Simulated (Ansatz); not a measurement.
With r²SCAN (plane waves, PAW; program Ansatz), C in the hexagonal phase (P6_222; C on 3c) relaxes to a = 2.600 Å, c = 2.800 Å.

It is gapped at this level: 2.24 eV (indirect). The valence maximum lies at A and the conduction minimum at M (3 equivalent valleys). The screened hybrid HSE06 puts the gap at 2.93 eV. The electron mass is 0.24, 0.35, 0.42 mₑ (principal values). The hole mass is 0.43, 0.52, 0.52 mₑ (principal values).

The bulk modulus is 438 GPa. The relaxed-ion elastic constants in GPa are C11 = 1210, C12 = 83.1, C13 = 39.7, C33 = 1210, C44 = 541. The elastic constants imply a Debye temperature near 2280 K.

The start of the workflow was typed in or built on a structure type; neither database checked (COD, Materials Project) lists it. It is not the phase usual at ambient conditions (space group No. 194, 227). Symmetry was held in the r²SCAN relaxation; whether a distortion lowers the energy is not shown.

Potentials: the earlier of the program's two PAW sets.
